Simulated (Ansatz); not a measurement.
All numbers below come from Ansatz 0.2.0, DFT PBE, scalar-relativistic, plane waves, PAW. All cells share a 420 eV cutoff and Γ-centred k meshes spaced at most about 0.3 Å⁻¹ (about 0.25 or finer for metals, 2π included). No spin polarisation in the final relaxations.

All energies are static (0 K, no zero-point motion). All come from trial cells, and lower structures may exist.

Task: These unrelaxed guesses for B3C2 are each relaxed within their symmetry. Order them by the energy at which they end, lowest first.
1.

```
B C
1.0
     2.92245    0.00000    0.00000
    -1.46123    2.53092    0.00000
     0.00000    0.00000    6.43181
B C
3 2
Direct
  0.66667 0.33333 0.64750
  0.66667 0.33333 0.35250
  0.66667 0.33333 0.00000
  0.33333 0.66667 0.90567
  0.33333 0.66667 0.09433
```

2.

```
B C
1.0
     3.11168    0.00000    0.00000
     0.00000    3.11168    0.00000
     0.00000    0.00000    4.58313
B C
3 2
Cartesian
  1.5558 0.0000 4.5532
  0.0000 1.5558 4.5532
  0.0000 0.0000 1.2472
  0.0000 0.0000 3.3050
  1.5558 1.5558 1.3282
```

3.

```
B C
1.0
     5.91066    0.00000    0.00000
    -2.95533    5.11878    0.00000
     0.00000    0.00000    3.64833
B C
6 4
Direct
  0.69495 0.61584 0.25000
  0.61584 0.92090 0.75000
  0.92090 0.30505 0.25000
  0.07910 0.69495 0.75000
  0.30505 0.38416 0.75000
  0.38416 0.07910 0.25000
  0.66667 0.33333 0.75000
  0.33333 0.66667 0.25000
  0.00000 0.00000 0.50000
  0.00000 0.00000 0.00000
```

4.

```
B C
1.0
     3.94627    0.00000    0.00000
    -1.97314    3.41757    0.00000
     0.00000    0.00000    4.31699
B C
3 2
Direct
  0.50000 0.00000 0.00000
  0.00000 0.50000 0.00000
  0.50000 0.50000 0.00000
  0.33333 0.66667 0.00000
  0.66667 0.33333 0.00000
```

Result: 1 (ends in P-6m2, 0 meV/atom), 4 (ends in P6/mmm, 180 meV/atom), 2 (ends in P4mm, 0.37 eV/atom), 3 (ends in P6_3/m, 0.46 eV/atom). Even the lowest end lies +0.67 eV/atom against the elements.

No dispersion correction is applied, so the spacing and binding between layers, chains or molecules are poorly described (P-6m2, P6/mmm, P4mm), and this can change margins and order among such cells. In P-6m2, P6/mmm, P4mm an odd number of electrons in the primitive cell allows no gap without spin; a larger cell or a magnetic state could open one. Cells relaxed within their symmetry can be saddle points. Some structure types and database cells were kept out of the candidates from the start, so a known form may be missing.
